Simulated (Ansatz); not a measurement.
CsYMnSe3 in space group Cmcm (No. 63; Pearson symbol oS24), r²SCAN (plane waves, PAW; program Ansatz), all energies at zero smearing, with the estimated change up to a 700 eV cutoff added, with one set of potentials and settings (totals compare only within such a set). Cell of 12 atoms (2 Cs, 2 Y, 2 Mn, 6 Se): -59788.421 eV.

```tsv
element	reference phase	E (eV/atom)
Cs	Im-3m, 1 atoms in the cell	-5685.9274
Y	P6_3/mmc, 2 atoms in the cell	-3859.7073
Mn	Cmcm, 4 atoms in the cell, spin-polarised	-3904.0010
Se	P3_121, 3 atoms in the cell	-5478.1269
```

Formation energy per atom, worked out: (-59788.421 − 2×(-5685.9274) − 2×(-3859.7073) − 2×(-3904.0010) − 6×(-5478.1269))/12 = -1.699 eV/atom (-164 kJ per mol of atoms), at 0 K, without zero-point energy or fitted corrections.

The first step of the workflow began from a Materials Project structure, measured or hypothetical; the Crystallography Open Database copy checked does not list it. Whether it is the stable phase at ambient conditions was not checked. Symmetry was held in the r²SCAN relaxation; its stability against distortions is not shown here. Magnetic state: ferromagnetic, the only order run, not a proven ground state. The program gave a warning on the electronic state, which may not be the lowest. No Hubbard U is applied. The references are the lowest solids computed at this level, not always the standard phases. The manganese reference at this level is a Cmcm phase, not α-Mn. Spin–orbit coupling is left out wherever it is not named.

Potentials: the later of the program's two PAW sets.
